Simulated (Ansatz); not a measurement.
Input and command of a plane-wave DFT calculation in Ansatz:

```yaml
crystal:
  lattice:
    - [5.4385568577, 0.0, 0.0]
    - [0.0, 5.4385568577, 0.0]
    - [0.0, 0.0, 6.8741824413]
  atoms:
    - { symbol: Li, position: [0.35816, 0.85816, 0.28351] }
    - { symbol: Li, position: [0.14184, 0.35816, 0.28351] }
    - { symbol: Li, position: [0.64184, 0.14184, 0.28351] }
    - { symbol: Li, position: [0.85816, 0.64184, 0.28351] }
    - { symbol: Li, position: [0.35816, 0.14184, 0.71649] }
    - { symbol: Li, position: [0.14184, 0.64184, 0.71649] }
    - { symbol: Li, position: [0.64184, 0.85816, 0.71649] }
    - { symbol: Li, position: [0.85816, 0.35816, 0.71649] }
    - { symbol: Si, position: [0.0, 0.0, 0.0] }
    - { symbol: Si, position: [0.5, 0.5, 0.0] }
    - { symbol: Te, position: [0.0, 0.0, 0.5] }
    - { symbol: Te, position: [0.5, 0.5, 0.5] }
basis:
  ecutwfc: 420
kpoints:
  mp_grid: { grid: [4, 4, 4] }
hamiltonian:
  xc: pbe
scf:
  occupations: { method: gaussian, width: 0.1 }
  lower_state_search: "off"
output:
  forces: true
  stress: true
  eigenvalues: true
relax:
  adjacent_minimum: "off"
  f_tol: 0.04
  max_steps: 70
  cell: { stress_tol: 0.4 }
```

```bash
ansatz run input.yaml --threads 1 --pin off --max-ram 2560MiB --backend cpu --events-out ev --progress --plain --runs-dir out
```

Processor: Arm Neoverse V1, 1 thread, on a host shared with other jobs.

Estimate time, memory and problem size.

About 110 s on 1 thread of Arm Neoverse V1 (shared host), peak memory 0.55 GiB. It solves 44 bands at 18 k points (the mesh reduced by symmetry) with about 4945 plane waves (on the last cell), in 61 SCF iterations over 9 ionic steps.
